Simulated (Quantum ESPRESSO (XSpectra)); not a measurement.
Quantum ESPRESSO (XSpectra) run for X-ray absorption at the Ga K edge of Ga₂S₃ (Cc). Geometry: Materials Project entry mp-539 (a computed structure). The cell is the entry's, not relaxed again. The ground-state test found a gap, so occupations are fixed and the excited electron is left out (charged cell on a uniform background); energies count from the highest occupied level. pw.x input:

```
&CONTROL
  calculation = 'scf'
  prefix = 'x'
  pseudo_dir = './pseudo'
  outdir = './out'
/
&SYSTEM
  ibrav = 0
  nat = 30
  ntyp = 3
  ecutwfc = 38
  tot_charge = 1
  occupations = 'fixed'
/
&ELECTRONS
  conv_thr = 3.0e-07
  mixing_beta = 0.4
/
ATOMIC_SPECIES
Gah 69.723 Ga.lda-tm-gipaw-star1s.UPF
Ga 69.723 Ga.lda-tm-gipaw.UPF
S 32.060 S.lda-tm-gipaw.UPF
CELL_PARAMETERS angstrom
   3.634573000    0.000000000   -6.044906000
  -7.595517000    0.000000000   -6.044906000
  -5.615045000    9.682845000    0.000000000
ATOMIC_POSITIONS crystal
Ga     0.772223333    0.847426667    0.710886667
Ga     0.105556667    0.514093333    0.377553333
Ga     0.438890000    0.180760000    0.044220000
Ga     0.228003333    0.891646667    0.622446667
Ga     0.561336667    0.558313333    0.289113333
Ga     0.894670000    0.224980000    0.955780000
Gah    0.450616667    0.178443333    0.731253333
Ga     0.783950000    0.845110000    0.397920000
Ga     0.117283333    0.511776667    0.064586667
Ga     0.886030000    0.243030000    0.602080000
Ga     0.219363333    0.909696667    0.268746667
Ga     0.552696667    0.576363333    0.935413333
S      0.466700000    0.036140000    0.607620000
S      0.800033333    0.702806667    0.274286667
S      0.133366667    0.369473333    0.940953333
S      0.025746667    0.977093333    0.725713333
S      0.359080000    0.643760000    0.392380000
S      0.692413333    0.310426667    0.059046667
S      0.142680000    0.369180000    0.608640000
S      0.476013333    0.035846667    0.275306667
S      0.809346667    0.702513333    0.941973333
S      0.700706667    0.311153333    0.724693333
S      0.034040000    0.977820000    0.391360000
S      0.367373333    0.644486667    0.058026667
S      0.681526667    0.304073333    0.393073333
S      0.014860000    0.970740000    0.059740000
S      0.348193333    0.637406667    0.726406667
S      0.455120000    0.030480000    0.940260000
S      0.788453333    0.697146667    0.606926667
S      0.121786667    0.363813333    0.273593333
K_POINTS automatic
2 2 2 0 0 0
```

xspectra.x input:

```
&input_xspectra
  calculation = 'xanes_dipole'
  edge = 'K'
  prefix = 'x'
  outdir = './out'
  xonly_plot = .false.
  xiabs = 1
  xcoordcrys = .false.
  xepsilon(1) = 1.0
  xepsilon(2) = 0.0
  xepsilon(3) = 0.0
  xniter = 1500
  xcheck_conv = 50
  xerror = 0.002
  x_save_file = 'x0.sav'
/
&plot
  xnepoint = 451
  xemin = -5.0
  xemax = 40.0
  xgamma = 1.5
  terminator = .true.
  cut_occ_states = .true.
/
&pseudos
  filecore = 'core.wfc'
/
&cut_occ
  cut_desmooth = 0.1
  cut_stepl = 0.01
  cut_ierror = 1e-6
/
3 2 2 1 1 1
```

End of the pw.x output:

```
     1.7947   1.8773   1.9036   1.9625   2.0860   2.1970   2.3440   2.3519
     2.4410   2.5518   2.6249   2.7975   2.9069   3.4119   3.7215   3.7559

          k = 0.3140-0.1821-0.3946 ( 17540 PWs)   bands (ev):

   -10.2728  -9.7535  -9.4602  -9.3904  -9.2291  -9.1102  -8.9663  -8.9483
    -8.8623  -8.6600  -8.5308  -8.4668  -8.3396  -7.9763  -7.8875  -7.8022
    -7.7360  -7.6758  -4.4657  -3.1393  -2.9119  -2.6899  -2.5285  -2.3724
    -2.1292  -2.0644  -1.9931  -1.5728  -1.3656  -1.2311  -1.0936  -0.9802
    -0.5840  -0.4088  -0.1709  -0.1171  -0.1020   0.0830   0.1535   0.2603
     0.3712   0.3927   0.5407   0.7560   0.7878   0.8794   0.9327   1.0058
     1.0350   1.1705   1.2207   1.2616   1.3484   1.4237   1.6641   1.7768
     1.8398   1.8988   2.0725   2.1809   2.2352   2.3490   2.3625   2.4741
     2.4780   2.6555   2.7254   2.8862   2.9319   3.1004   3.2546   3.2608

     highest occupied level (ev):     3.8497

!    total energy              =    -863.85600020 Ry
     estimated scf accuracy    <       0.00000005 Ry

     The total energy is the sum of the following terms:
     one-electron contribution =       0.12275470 Ry
     hartree contribution      =      61.49583314 Ry
     xc contribution           =    -546.80746330 Ry
     ewald contribution        =    -378.66712473 Ry

     convergence has been achieved in  12 iterations

     XML data file, charge density, pseudopotentials, collected wavefunctions
```

xspectra.x output, shortened:

```
... Begin STEP 1 ...

        Radial transition matrix element(s) used in the calculation of the
        initial vector of the Lanczos basis (|tilde{phi}_abs> normalized)
        | For PAW proj. (l=1) #1: radial matrix element =   0.003666168
        | For PAW proj. (l=1) #2: radial matrix element =   0.004469253

NB: the     3 k-point are not all listed below because npool=  4
        |-------------------------------------------------------------
        ! k-point #     1:  (-0.0523,  0.1518, -0.2259),  0.1667,   1
        |-------------------------------------------------------------
 okvan= F
        |   Norm of the initial Lanczos vector: 0.29688258E-02
        !   => CONVERGED at iter    200 with error=  0.00131553
        |-------------------------------------------------------------
        ! k-point #     2:  (-0.0523,  0.5160, -0.2259),  0.1667,   1
        |-------------------------------------------------------------
 okvan= F
        |   Norm of the initial Lanczos vector: 0.29688157E-02
        !   => CONVERGED at iter    250 with error=  0.00050209
        |-------------------------------------------------------------
        ! k-point #     3:  (-0.3664, -0.0304, -0.4148),  0.1667,   1
        |-------------------------------------------------------------
 okvan= F
        |   Norm of the initial Lanczos vector: 0.29688314E-02
        !   => CONVERGED at iter    200 with error=  0.00173545

     Results of STEP 1 successfully written in x_save_file
     x_save_
        ...
... Begin STEP 2 ...

     The spectrum is calculated using the following parameters:
        energy-zero of the spectrum [eV]:    3.8497
        the occupied states are elimintate from the spectrum
        xemin [eV]:  -5.00
        xemax [eV]:  40.00
        xnepoint:  451
        constant broadening parameter [eV]:    1.500
        Core level energy [eV]: -0.1037E+05
         (from electron binding energy of neutral atoms in X-ray data booklet)

     Cross-section successfully written in xanes.dat

     ... End STEP 2 ...

     xanes        :      5.16s CPU      5.26s WALL (       1 calls)

     -------------------------------------------------------------------------
                                END JOB XSpectra
     -------------------------------------------------------------------------
```

xanes.dat for the field along x, every fifth line (energy in eV, cross section):

```
   -5.000   8.7230e-05
   -4.500   9.6550e-05
   -4.000   1.0760e-04
   -3.500   1.2100e-04
   -3.000   1.3730e-04
   -2.500   1.5760e-04
   -2.000   1.8320e-04
   -1.500   2.1620e-04
   -1.000   2.6000e-04
   -0.500   3.1930e-04
    0.000   4.0150e-04
    0.500   5.1890e-04
    1.000   6.8440e-04
    1.500   9.0490e-04
    2.000   1.1540e-03
    2.500   1.3660e-03
    3.000   1.4960e-03
    3.500   1.5320e-03
    4.000   1.4870e-03
    4.500   1.4020e-03
    5.000   1.3060e-03
    5.500   1.2090e-03
    6.000   1.1140e-03
    6.500   1.0270e-03
    7.000   9.5010e-04
    7.500   8.9040e-04
    8.000   8.5170e-04
    8.500   8.3420e-04
    9.000   8.3180e-04
    9.500   8.3700e-04
   10.000   8.4540e-04
   10.500   8.5390e-04
   11.000   8.5780e-04
   11.500   8.5510e-04
   12.000   8.4830e-04
   12.500   8.4180e-04
   13.000   8.4030e-04
   13.500   8.4370e-04
   14.000   8.4420e-04
   14.500   8.3440e-04
   15.000   8.1690e-04
   15.500   7.9830e-04
   16.000   7.8010e-04
   16.500   7.6200e-04
   17.000   7.4710e-04
   17.500   7.4320e-04
   18.000   7.5520e-04
   18.500   7.7860e-04
   19.000   8.0090e-04
   19.500   8.1110e-04
   20.000   8.0500e-04
   20.500   7.8500e-04
   21.000   7.5750e-04
   21.500   7.2910e-04
   22.000   7.0560e-04
   22.500   6.9090e-04
   23.000   6.8470e-04
   23.500   6.8220e-04
   24.000   6.7770e-04
   24.500   6.6940e-04
   25.000   6.6070e-04
   25.500   6.5540e-04
   26.000   6.5340e-04
   26.500   6.5230e-04
   27.000   6.5110e-04
   27.500   6.5230e-04
   28.000   6.5800e-04
   28.500   6.6450e-04
   29.000   6.6450e-04
   29.500   6.5440e-04
   30.000   6.3740e-04
   30.500   6.1830e-04
   31.000   5.9950e-04
   31.500   5.8080e-04
   32.000   5.6190e-04
   32.500   5.4360e-04
   33.000   5.2640e-04
   33.500   5.0990e-04
   34.000   4.9490e-04
   34.500   4.8280e-04
   35.000   4.7400e-04
   35.500   4.6710e-04
   36.000   4.6020e-04
   36.500   4.5180e-04
   37.000   4.4140e-04
   37.500   4.3060e-04
   38.000   4.2210e-04
   38.500   4.1830e-04
   39.000   4.1940e-04
   39.500   4.2340e-04
   40.000   4.2700e-04
```
